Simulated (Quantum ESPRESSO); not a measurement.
## Sn2ZrTi4Au (a guest atom moved from site to site)

Simulated, not a measurement. The program is pw.x of Quantum ESPRESSO 7.5 (plane-wave density functional theory). The cell is made up: eight metal atoms on a hexagonal close-packed lattice, with elements, volume, strain and displacements drawn at random and not relaxed, so it may be unstable or far from any real phase. PseudoDojo standard norm-conserving files set the functional (PBE unless stated); there is no spin polarisation or spin-orbit coupling, the Fermi-Dirac width of 0.25 eV means electrons at about 2900 K, and the masses in the input are unused placeholders. The tin pseudopotential is less sure than most, with forces differing by about three percent from a second method on plain tin. Heavy elements are run without spin-orbit coupling, which real alloys of them have. A spin test at this wide smearing found no moment, but such smearing suppresses magnetism that the real alloy may have.

The runs move one Zr atom among sites that otherwise hold Ti. Cell, positions, cutoff, mesh and smearing stay as in the input of run 1; sites are counted in its order. Stress in the tables is positive in tension.

Input of run 1:

```
&control calculation='scf', pseudo_dir='./dojo.nc.sr.pbe.v0_5.standard.upf', outdir='./o', disk_io='medium', tprnfor=.true., tstress=.true. /
&system ibrav=0, nat=8, ntyp=4, nbnd=68, ecutwfc=84.00895049, nosym=.true., tot_charge=0,
 occupations='smearing', smearing='fd', degauss=0.0183746611
/
&electrons conv_thr=1.470e-08, electron_maxstep=70, mixing_beta=0.5 /
ATOMIC_SPECIES
Au 1.0 Au.upf
Sn 1.0 Sn.upf
Ti 1.0 Ti.upf
Zr 1.0 Zr.upf
CELL_PARAMETERS angstrom
0.0 0.0 -4.8908
0.0 5.0597 0.0
5.8425 0.0 0.0
ATOMIC_POSITIONS angstrom
Sn 0.0215 0.0105 -0.009
Zr 2.9408 0.0022 0.0054
Ti 1.4582 2.5092 0.0417
Ti 4.3606 2.5333 -0.0158
Au -0.0247 1.7142 -2.467
Ti 2.952 1.6686 -2.4859
Sn 1.4334 4.2214 -2.4425
Ti 4.401 4.233 -2.451
K_POINTS automatic
5 5 4 1 1 1
```

| run | elements on sites 1 to 8 | free energy less that of run 1 (eV) | -TS (eV) | pressure (GPa) | stress xx (GPa) | stress yy (GPa) | stress zz (GPa) | stress yz (GPa) | stress xz (GPa) | stress xy (GPa) | iterations |
| --- | --- | --- | --- | --- | --- | --- | --- | --- | --- | --- | --- |
| 1 | Sn Zr Ti Ti Au Ti Sn Ti | 0.000 | -1.957 | 9.50 | -10.46 | -6.04 | -12.02 | -0.22 | 0.09 | -0.39 | 18 |
| 2 | Sn Ti Zr Ti Au Ti Sn Ti | -0.076 | -1.952 | 9.64 | -8.52 | -8.28 | -12.11 | -0.20 | 0.12 | 0.30 | 19 |
| 3 | Sn Ti Ti Ti Au Zr Sn Ti | 0.062 | -1.979 | 9.75 | -9.95 | -7.83 | -11.46 | -0.16 | 0.12 | -0.05 | 17 |
| 4 | Sn Ti Ti Ti Au Ti Sn Zr | -0.055 | -1.964 | 9.86 | -10.21 | -7.11 | -12.24 | -0.15 | 0.09 | -0.04 | 19 |

Forces Fx Fy Fz (eV/Å):

| site | run 1 | run 2 | run 3 | run 4 |
| --- | --- | --- | --- | --- |
| 1 | -0.60 0.25 -0.01 | -1.10 0.17 -0.02 | -0.59 0.31 0.00 | -0.12 0.52 0.00 |
| 2 | 0.17 -0.23 -0.11 | 0.25 -0.18 -0.07 | 0.06 -0.57 -0.11 | -0.23 0.02 -0.06 |
| 3 | 0.08 0.00 -0.31 | 0.49 -0.01 -0.53 | 0.04 0.12 -0.36 | 0.43 0.04 -0.30 |
| 4 | -0.01 -0.30 -0.04 | -0.25 -0.46 -0.05 | 0.05 -0.28 -0.08 | -0.29 -0.82 -0.03 |
| 5 | -0.29 0.48 0.16 | -0.60 0.28 0.26 | -0.15 0.51 0.16 | 0.04 0.44 0.15 |
| 6 | 0.08 0.66 0.25 | 0.52 0.12 0.29 | 0.07 0.48 0.31 | -0.26 0.24 0.18 |
| 7 | 1.03 -0.67 0.08 | 1.49 0.14 0.15 | 0.98 -0.48 0.09 | 1.61 -0.33 0.08 |
| 8 | -0.46 -0.19 -0.01 | -0.81 -0.05 -0.03 | -0.46 -0.08 -0.02 | -1.18 -0.11 -0.02 |

The sites are displaced and not relaxed, so the energy differences mix bonding between neighbours with strain and are not ordering energies. A rerun of one cell of this series at a higher cutoff and on a denser mesh moved values by no more than 0.002 eV in energy, 0.02 GPa in stress and 0.006 eV/Å in force, and a second program with other atomic files agreed on that cell to 2 % rms in force and 0.5 GPa in pressure.